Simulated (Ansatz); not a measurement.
**NaCl: pressure against volume**

NaCl, Fm-3m, a = 5.608 Å. Ansatz: r2SCAN, PAW, 500 eV, Γ-centred 8×8×8 mesh on 2 atoms, Gaussian smearing 0.02 eV; no spin polarisation. Symmetry fixes shape and atoms, so the cell is only scaled; pressure is positive in compression.

| V (Å³/atom) | P (GPa) |
| --- | --- |
| 20.723 | 1.97 |
| 21.384 | 0.90 |
| 22.046 | 0.00 |
| 22.707 | ? |
| 23.369 | -1.40 |

Take V0 = 22.046 Å³/atom, fit the third-order Birch–Murnaghan form to the other rows, and predict the missing pressure.

With the Eulerian strain f = ½[(V0/V)^(2/3) − 1] and y = P/[3f(1 + 2f)^(5/2)], the form is the line y = B0 + 1.5 B0 (B0′ − 4) f. Rows (f, y): 0.02106, 28.12; 0.01027, 27.76; -0.01905, 27.00. Means f = 0.004093, y = 27.627; Σ(Δf)² = 0.0008616, ΣΔfΔy = 0.02370; the slope is their ratio. y = 27.51 + 27.50 f GPa, so B0 = 27.5 GPa and B0′ = 4 + 2 × (27.50)/(3 × 27.51) = 4.67. At V = 22.707, f = -0.00975, y = 27.242 and P = -0.76 GPa. The run gave -0.76 GPa, the same to the digits shown.

Cost: 5 runs of about 0.32 core-minutes in all, on Arm Neoverse V2 (shared hosts).